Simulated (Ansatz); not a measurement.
A geometry of ZrCu away from equilibrium: step 2 of the relaxation of a relaxed ZrCu cell deformed by the Cartesian strain tensor (xx, yy, zz, yz, xz, xy) = (0.036, 0.126, -0.064, -0.002, 0.108, -0.018). Computed with PBEsol (plane waves to 420 eV, PAW, scalar-relativistic; Ansatz, a program for electronic structure). Γ-centred k-mesh 6×6×7 on the run's cell (coarser than for final values), Fermi–Dirac smearing 0.05 eV. The plane waves were selected for a different cell earlier on the path.

```yaml
crystal:
  lattice:
    - [3.28742, -4.40568, 0.29495]
    - [3.21252, 4.34452, 0.27139]
    - [-0.93066, 0.00173, 4.66229]
  atoms:
    - { symbol: Zr, position: [0.91578, 0.91478, 0.02111] }
    - { symbol: Zr, position: [0.41387, 0.41486, 0.97603] }
    - { symbol: Zr, position: [0.26464, 0.81534, 0.58779] }
    - { symbol: Zr, position: [0.81686, 0.26615, 0.58766] }
    - { symbol: Cu, position: [0.71418, 0.71507, 0.46157] }
    - { symbol: Cu, position: [0.29464, 0.29556, 0.44106] }
    - { symbol: Cu, position: [0.95084, 0.45201, 0.14022] }
    - { symbol: Cu, position: [0.45266, 0.94970, 0.14008] }
```

Problem. Give the Cartesian forces on all atoms (eV/Å).

Solution. 
| atom | Fx | Fy | Fz |
|---|---|---|---|
| Zr1 | 0.34 | -0.01 | 0.06 |
| Zr2 | 0.56 | -0.02 | -0.26 |
| Zr3 | -0.45 | -0.02 | 0.24 |
| Zr4 | -0.51 | 0.04 | 0.28 |
| Cu5 | -0.46 | 0.03 | 0.30 |
| Cu6 | -0.52 | 0.00 | 0.32 |
| Cu7 | 0.51 | 0.03 | -0.47 |
| Cu8 | 0.52 | -0.06 | -0.45 |

The path ends in P-1 (No. 2). No spin polarisation in the result.

Of the parent cell (Cm (No. 8)): The relaxation started from an entry of Materials Project.

The cell that was disturbed is our relaxation of an entry of Materials Project.
